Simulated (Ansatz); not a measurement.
Consider the following.

HfC:
```yaml
crystal:
  lattice:
    - [0.00000, 2.32036, 2.32036]
    - [2.32036, 0.00000, 2.32036]
    - [2.32036, 2.32036, 0.00000]
  atoms:
    - { symbol: Hf, position: [0.00000, 0.00000, 0.00000] }
    - { symbol: C, position: [0.50000, 0.50000, 0.50000] }
```

This is the r²SCAN-relaxed structure.

Task: All from r²SCAN (plane waves, PAW; program Ansatz), unless another level is named. Estimate the electronic character.

Result: metallic (no gap).

Task: Predict the formation energy from the elements (no fitted shifts).

Result: -1.08 eV/atom.

Task: And the density of states at the Fermi level?

Result: 0.11 states/eV per atom (mean over ±0.08 eV).

Space group Fm-3m (rock salt). The r²SCAN relaxation kept the symmetry of its start. No spin polarisation was allowed. The references are the lowest solids computed at this level, not always the standard phases. Scalar-relativistic: spin–orbit coupling is off unless named, which matters more the heavier the elements.

Potentials: the later of the program's two PAW sets.
